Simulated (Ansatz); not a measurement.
## KMgH$_{3}$: quadrupole couplings from first principles

```
K Mg H
1.0
     3.98810    0.00000    0.00000
     0.00000    3.98810    0.00000
     0.00000    0.00000    3.98810
K Mg H
1 1 3
Direct
  0.00000 0.00000 0.00000
  0.50000 0.50000 0.50000
  0.50000 0.00000 0.50000
  0.50000 0.50000 0.00000
  0.00000 0.50000 0.50000
```

Atom numbers follow the list: K1, Mg2, H3, H4, H5.

The conventional cell has a = 3.988 Å, b = 3.988 Å, c = 3.988 Å, α = 90.00°, β = 90.00°, γ = 90.00°. Around K (atom 1) lie 12 H at 2.82 Å. Mg (atom 2) is surrounded by 6 H at 1.99 Å. H (atom 3) has 2 Mg at 1.99 Å as nearest neighbours.

The cell is the one relaxed in the Materials Project (mp-23737), not relaxed further here; entries there can be hypothetical.

Levels of theory: DFT, r2SCAN, all-electron PAW with datasets made for the crystal, scalar-relativistic (Ansatz 0.2.0); DFT, r2SCAN, PAW with Ansatz's default frozen-core files, scalar-relativistic (Ansatz 0.2.0).

For the crystal-made all-electron datasets (AE datasets): a Γ-centred 5×5×5 k mesh, Fermi–Dirac smearing of 0.02 eV, cutoff 260 eV (chosen by the program for this cell), no spin polarisation. PAW takes a cutoff of 500 eV at this cell (files made with PBE, cores remade for this functional). The Ansatz runs share mesh, smearing and spin set-up.

Vzz is the principal value of largest size of the traceless field-gradient tensor, in 10²¹ V/m², and η = (Vxx − Vyy)/Vzz with |Vzz| ≥ |Vyy| ≥ |Vxx|.

| site | site symmetry | Vzz (η), AE datasets | Vzz (η), PAW |
| --- | --- | --- | --- |
| K1 | m-3m | 0 (under 0.004) | 0 (under 0.004) |
| Mg2 | m-3m | 0 (under 0.004) | 0 (under 0.004) |
| H3 | 4/mm.m | 0.52 (η = 0.00) | 0.53 (η = 0.00) |

The Cartesian tensor at H3 from AE datasets, in 10²¹ V/m²:

```
-0.26  0.00  0.00
 0.00  0.52  0.00
 0.00  0.00 -0.26
```

(1) Taking Q(H-2) = 0.00286 b, what quadrupole coupling constant follows at H3 from AE datasets?

## Answers

(1) Cq = eQVzz/h = 24.180 MHz × 0.00286 × (0.52) = 0.036 MHz.
